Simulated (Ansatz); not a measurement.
SiO$_{2}$:
```cif
data_O8Si4
_chemical_formula_sum 'Si4 O8'
_space_group_name_H-M_alt 'P 1'
_space_group_IT_number 1
_cell_length_a 4.98032
_cell_length_b 4.98032
_cell_length_c 6.91810
_cell_angle_alpha 90.000
_cell_angle_beta 90.000
_cell_angle_gamma 90.000
loop_
_space_group_symop_operation_xyz
  'x, y, z'
loop_
_atom_site_label
_atom_site_type_symbol
_atom_site_fract_x
_atom_site_fract_y
_atom_site_fract_z
_atom_site_occupancy
Si1 Si 0.30233 0.30233 0.00000 1
Si2 Si 0.80233 0.19767 0.75000 1
Si3 Si 0.19767 0.80233 0.25000 1
Si4 Si 0.69767 0.69767 0.50000 1
O1 O 0.23822 0.10904 0.18132 1
O2 O 0.73822 0.39096 0.56868 1
O3 O 0.26178 0.60904 0.06868 1
O4 O 0.76178 0.89096 0.68132 1
O5 O 0.89096 0.76178 0.31868 1
O6 O 0.39096 0.73822 0.43132 1
O7 O 0.60904 0.26178 0.93132 1
O8 O 0.10904 0.23822 0.81868 1
```

Relaxed with r²SCAN.

Problem. Tabulate the valence density and the electron localisation function along the shortest Si–O contact (1.61 Å), plane-wave PAW r²SCAN (Ansatz code).

Solution. 

| distance from Si (Å) | density (e/Å³) | ELF |
|---|---|---|
| 0.16 | 0.07 | 0.26 |
| 0.24 | 0.10 | 0.13 |
| 0.32 | 0.17 | 0.12 |
| 0.40 | 0.27 | 0.19 |
| 0.48 | 0.40 | 0.36 |
| 0.56 | 0.57 | 0.56 |
| 0.64 | 0.76 | 0.72 |
| 0.73 | 0.99 | 0.81 |
| 0.81 | 1.27 | 0.85 |
| 0.89 | 1.61 | 0.86 |
| 0.97 | 2.09 | 0.86 |
| 1.05 | 2.75 | 0.83 |
| 1.13 | 3.61 | 0.79 |
| 1.21 | 4.58 | 0.72 |
| 1.29 | 5.54 | 0.60 |
| 1.37 | 6.40 | 0.45 |
| 1.45 | 7.07 | 0.30 |

The density is the valence pseudo-density with augmentation charge, so density and ELF within about 1 Å of a nucleus are not all-electron values.

Space group P4_12_12. The cell was relaxed with r²SCAN under the symmetry of its start.

Potentials: the later of the program's two PAW sets.
